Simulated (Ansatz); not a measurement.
ZrGe:
```xyz
6
Lattice="6.3007 0.0000 0.0000 -3.1504 5.4566 0.0000 0.0000 0.0000 4.1202" Properties=species:S:1:pos:R:3 pbc="T T T"
Zr     3.1504     0.0000     0.0000
Zr     1.5752     2.7283     0.0000
Zr    -1.5752     2.7283     0.0000
Ge     0.0000     0.0000     0.0000
Ge     0.0000     3.6377     2.0601
Ge     3.1504     1.8189     2.0601
```

Relaxed with PBE. Special points in fractions of this cell's reciprocal vectors: Γ (0.000, 0.000, 0.000); M (0.500, 0.000, 0.000); K (0.333, 0.333, 0.000); A (0.000, 0.000, 0.500); L (0.500, 0.000, 0.500); H (0.333, 0.333, 0.500).

Q: List the band energies nearest the Fermi level at these points for plane-wave PAW PBE (Ansatz code).

A: In eV from the Fermi level; about four levels below and three above (degenerate sets whole), none deeper than 8.9 eV; points with the same levels are listed once.

```tsv
k	below	above
Γ	-1.54 -1.54 -0.62 -0.62	0.09 0.59 0.59
M	-1.23 -1.23 -0.88 -0.41	0.17 1.01 1.54
K	-2.08 -2.08 -1.13 -1.13 -0.88	0.11 0.11 0.13
A	-0.75 -0.66 -0.31 -0.31	1.18 1.88 1.88
L	-1.96 -1.46 -0.97 -0.78	0.03 0.47 0.76
H	-1.60 -1.60 -0.43 -0.12	0.57 1.55 1.55
```

Space group P6/mmm. The cell is a constructed one: a structure type filled with these elements; neither database checked (COD, Materials Project) lists it. Whether it is the stable phase at ambient conditions was not checked. The cell was relaxed with PBE under the symmetry of its start; whether a distortion lowers the energy is not shown. No spin polarisation was allowed. Spin–orbit coupling is left out wherever it is not named.

Potentials: the later of the program's two PAW sets.
